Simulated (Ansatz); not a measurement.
Input:

TaSi₂:
```xyz
9
Lattice="4.7814 0.0000 0.0000 -2.3907 4.1408 0.0000 0.0000 0.0000 6.5553" Properties=species:S:1:pos:R:3 pbc="T T T"
Ta    -1.1954     2.0704     2.1851
Ta     2.3907     0.0000     0.0000
Ta     1.1954     2.0704     4.3702
Si     2.3907     2.8308     0.0000
Si    -1.2562     3.4858     4.3702
Si     1.1345     0.6550     2.1851
Si     0.0000     1.3100     0.0000
Si     3.6469     0.6550     4.3702
Si     1.2562     3.4858     2.1851
```

This is the r²SCAN-relaxed structure.

All from r²SCAN in the plane-wave PAW code Ansatz, unless another level is named. Give the bulk modulus (Birch–Murnaghan fit).

194 GPa.

Next, the highest zone-centre frequency?

412 cm^-1.

Space group P6_422. The workflow started from a Materials Project entry (that database holds measured and hypothetical structures alike); the Crystallography Open Database files this formula in space group No. 181, but the cells were not matched. Its standing as an ambient phase is unchecked. Symmetry was held in the r²SCAN relaxation; whether a distortion lowers the energy is not shown. No spin polarisation was allowed. As this level gives no gap, phonon frequencies hold no LO–TO term and depend on the k-mesh and smearing (Fermi–Dirac, 0.1 eV here). On the denser mesh and wider smearing of the elastic run this cell carries a stress of 0.5 GPa. Scalar-relativistic: spin–orbit coupling is off unless named, which matters more the heavier the elements.

Potentials: the earlier of the program's two PAW sets.
